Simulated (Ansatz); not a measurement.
# Calculated ¹⁹¹Ir nuclear quadrupole resonance for Ca₄IrN₄

Cell: a Materials Project structure (computed, not necessarily an observed phase), taken as it stands.

Space group P-1 (No. 2); a = 5.9902, b = 6.1526, c = 8.3832 Å, α = 88.79°, β = 72.28°, γ = 70.34°.

```
site  Wyckoff  site symmetry       x       y       z
 Ca1       2i              1  0.7426  0.7823  0.8498
 Ca3       2i              1  0.2029  0.7230  0.0132
 Ca5       2i              1  0.0497  0.7337  0.4300
 Ca7       2i              1  0.5752  0.2115  0.3799
  Ir       2i              1  0.6129  0.7096  0.2396
 N11       2i              1  0.2950  0.9821  0.3752
 N13       2i              1  0.7416  0.9470  0.1203
 N15       2i              1  0.4104  0.5092  0.2102
 N17       2i              1  0.1587  0.5336  0.6815
```

One atom of each set is listed.

Computed with Ansatz: DFT, PBE, plane waves and PAW, scalar-relativistic, collinear spin, 420 eV cutoff, Γ-centred 6×6×4 k-points, Fermi–Dirac smearing 0.05 eV. Start moments as typed (μB): 1 on each Ir, none on the rest.

¹⁹¹Ir: I = 3/2, Q = 816.0 mb (year-2017 value). Static lattice, zero field.

Task: At which frequencies do the ¹⁹¹Ir NQR lines lie?

Result: For I = 3/2 there is one line, ν = (|C_Q|/2)(1 + η²/3)^½.

| site | atoms | V_zz (10²¹ V/m²) | C_Q (MHz) | η | line frequencies (MHz) |
| --- | --- | --- | --- | --- | --- |
| Ir | 2 | 25.3 | 500 | 0.97 | 286.5 |

Task: And for ¹⁹³Ir (I = 3/2, Q = 751.0 mb) on Ir?

Result: C_Q scales with Q to 460 MHz, with lines at 263.7 MHz.

The run finds no gap above 0.1 eV (a metal, or nearly one), so the gradients can move by 10 % or more with the k-mesh. Spin–orbit coupling is left out, which shifts gradients on Ir by a few per cent in wide-gap crystals, and can shift them far more where the calculated gap is small or absent, as here. Semilocal functionals make gaps too small and can close them, so the real compound need not be a metal. The start moments die out, and the run ends without spin.
